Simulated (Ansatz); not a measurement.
Values for one crystal, relaxed and computed with the program Ansatz at the PBE level (PAW); other levels are named.

| Quantity | Result |
|---|---|
| Volume per atom | 12.29 Å³ |
| Band gap | 1.39 eV (direct) |
| Hole effective mass, band 2 of 2 at the edge | 0.26 along x, 3.7 along z (mₑ) |
| Pressure derivative B′ | 4.3 |
| Electron effective mass | 0.21 mₑ (isotropic) |
| Conduction-band minimum | at Γ |
| Valence-band maximum | at Γ |

Task: Which of these materials gives this?
(A) SnTeO3, R3c (Sn on 6a, Te on 6a, O on 18b)
(B) MgZn3O4, P6_3mc (Mg on 2b, O on 2b, Zn on 6c, O on 6c)
(C) SrZrO3, R3c (Sr on 6a, Zr on 6a, O on 18b)
(D) MgS, P4_2/mnm (Mg on 4g, S on 4f)

Result: B, MgZn3O4, P6_3mc (Mg on 2b, O on 2b, Zn on 6c, O on 6c)

The start of the workflow was typed in or built on a structure type; neither database checked (COD, Materials Project) lists it. Whether it is the stable phase at ambient conditions was not checked. Symmetry was held in the PBE relaxation; its stability against distortions is not shown here.

Potentials: the earlier of the program's two PAW sets.
